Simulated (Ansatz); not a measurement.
GaP:
```yaml
crystal:
  lattice:
    - [0.00000, 2.55898, 2.55898]
    - [2.55898, 0.00000, 2.55898]
    - [2.55898, 2.55898, 0.00000]
  atoms:
    - { symbol: Ga, position: [0.00000, 0.00000, 0.00000] }
    - { symbol: P, position: [0.50000, 0.50000, 0.50000] }
```

Relaxed with r²SCAN.

### Question
Map the valence electron density (e/Å³), cut off at 0.9 on the plane through (0.000, 0.000, 0.000) spanned by u = [1, 0, 0] and v = [0, 1, -1] in lattice vectors, from r²SCAN in the plane-wave PAW code Ansatz.

### Answer
x is the fraction of u, y of v (the angle between them is 90°; rows are the nearest grid lines); atoms in the plane: Ga at (0.00, 0.00), P at (0.50, 0.50).
```
y \ x   0.000  0.111  0.167  0.278  0.389  0.444  0.556  0.611  0.722  0.833  0.889   1.00
------  -----  -----  -----  -----  -----  -----  -----  -----  -----  -----  -----  -----
1.00    0.900  0.900  0.900  0.314  0.147  0.122  0.122  0.147  0.314  0.900  0.900  0.900
0.944   0.900  0.900  0.900  0.310  0.160  0.138  0.138  0.160  0.310  0.900  0.900  0.900
0.833   0.900  0.900  0.570  0.322  0.283  0.279  0.279  0.283  0.322  0.570  0.900  0.900
0.778   0.630  0.477  0.396  0.363  0.412  0.433  0.433  0.412  0.363  0.396  0.477  0.630
0.667   0.198  0.237  0.293  0.515  0.714  0.691  0.691  0.714  0.515  0.293  0.237  0.198
0.611   0.147  0.203  0.283  0.588  0.659  0.484  0.484  0.659  0.588  0.283  0.203  0.147
0.556   0.122  0.187  0.279  0.624  0.484  0.206  0.206  0.484  0.624  0.279  0.187  0.122
0.444   0.122  0.187  0.279  0.624  0.484  0.206  0.206  0.484  0.624  0.279  0.187  0.122
0.389   0.147  0.203  0.283  0.588  0.659  0.484  0.484  0.659  0.588  0.283  0.203  0.147
0.333   0.198  0.237  0.293  0.515  0.714  0.691  0.691  0.714  0.515  0.293  0.237  0.198
0.222   0.630  0.477  0.396  0.363  0.412  0.433  0.433  0.412  0.363  0.396  0.477  0.630
0.167   0.900  0.900  0.570  0.322  0.283  0.279  0.279  0.283  0.322  0.570  0.900  0.900
0.0556  0.900  0.900  0.900  0.310  0.160  0.138  0.138  0.160  0.310  0.900  0.900  0.900
0.000   0.900  0.900  0.900  0.314  0.147  0.122  0.122  0.147  0.314  0.900  0.900  0.900
```

The density is the valence pseudo-density with augmentation charge, so density and ELF within about 1 Å of a nucleus are not all-electron values.

Space group Fm-3m (rock salt). The start of the workflow was typed in or built on a structure type; neither database checked (COD, Materials Project) lists it. It is not the phase usual at ambient conditions (space group No. 216). The cell was relaxed with r²SCAN under the symmetry of its start; whether a distortion lowers the energy is not shown. Scalar-relativistic: spin–orbit coupling is off unless named, which matters more the heavier the elements.

Potentials: the later of the program's two PAW sets.
